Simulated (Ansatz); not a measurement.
CsSnI$_{3}$ (cubic perovskite)

```cif
data_CsI3Sn
_chemical_formula_sum 'Cs1 Sn1 I3'
_space_group_name_H-M_alt 'Pm-3m'
_space_group_IT_number 221
_space_group_name_Hall '-P 4 2 3'
_cell_length_a 6.13591
_cell_length_b 6.13591
_cell_length_c 6.13591
_cell_angle_alpha 90.000
_cell_angle_beta 90.000
_cell_angle_gamma 90.000
loop_
_atom_site_label
_atom_site_type_symbol
_atom_site_symmetry_multiplicity
_atom_site_Wyckoff_symbol
_atom_site_fract_x
_atom_site_fract_y
_atom_site_fract_z
_atom_site_occupancy
Cs1 Cs 1 a 0.00000 0.00000 0.00000 1
Sn1 Sn 1 b 0.50000 0.50000 0.50000 1
I1 I 3 c 0.00000 0.50000 0.50000 1
```

Two coordinates are scanned: the volume, and the ratio of the stretch along z (the conventional c axis) to the stretch across it. Atoms keep their fractional coordinates.

These are PBEsol (plane waves to 420 eV, PAW, scalar-relativistic; Ansatz, a quantum-chemistry and plane-wave program) values and carry that method's errors. k mesh 6×6×6 (Γ-centred), Fermi-Dirac smearing 0.05 eV. Stress and pressure are positive under compression. CsSnI3 was relaxed with its symmetry unable to fall. Spin-orbit coupling is left out, though I is heavy. This is a high-temperature form of CsSnI3.

Changes of σxx (GPa) from the point V/V₀ = 1.000, (c/a)/(c/a)₀ = 1.000 when one coordinate moves alone (two changes are said to add if the coupling is within 5 % of the smaller one, nearly so within 20 %):

```tsv
point	change
V/V₀ = 1.000, (c/a)/(c/a)₀ = 0.920	-0.960
V/V₀ = 1.000, (c/a)/(c/a)₀ = 0.947	-0.667
V/V₀ = 1.000, (c/a)/(c/a)₀ = 0.973	-0.344
V/V₀ = 0.960, (c/a)/(c/a)₀ = 1.000	0.802
V/V₀ = 0.973, (c/a)/(c/a)₀ = 1.000	0.512
V/V₀ = 0.987, (c/a)/(c/a)₀ = 1.000	0.246
V/V₀ = 1.013, (c/a)/(c/a)₀ = 1.000	-0.229
V/V₀ = 1.027, (c/a)/(c/a)₀ = 1.000	-0.443
V/V₀ = 1.040, (c/a)/(c/a)₀ = 1.000	-0.642
V/V₀ = 1.000, (c/a)/(c/a)₀ = 1.027	0.355
V/V₀ = 1.000, (c/a)/(c/a)₀ = 1.053	0.734
V/V₀ = 1.000, (c/a)/(c/a)₀ = 1.080	1.147
```

Question: What is the change at V/V₀ = 0.973, (c/a)/(c/a)₀ = 1.053, where both move, and how far is it from the sum?

Answer: The sum of the single changes is 0.512 + (0.734) = 1.246; the calculation gives 1.344, so the coupling contributes 0.098 (under 20 % of the smaller single change, nearly additive).

Question: What is the change at V/V₀ = 1.013, (c/a)/(c/a)₀ = 0.973, where both move, and how far is it from the sum?

Answer: The sum of the single changes is -0.229 + (-0.344) = -0.573; the calculation gives -0.554, so the coupling contributes 0.019 (under 20 % of the smaller single change, nearly additive).

Question: What is the change at V/V₀ = 0.960, (c/a)/(c/a)₀ = 1.053, where both move, and how far is it from the sum?

Answer: The sum of the single changes is 0.802 + (0.734) = 1.536; the calculation gives 1.685, so the coupling contributes 0.149 (over 20 % of the smaller single change, not additive).

(Under strain, the slope of the energy per volume gives the stress and its curvature an elastic modulus.)
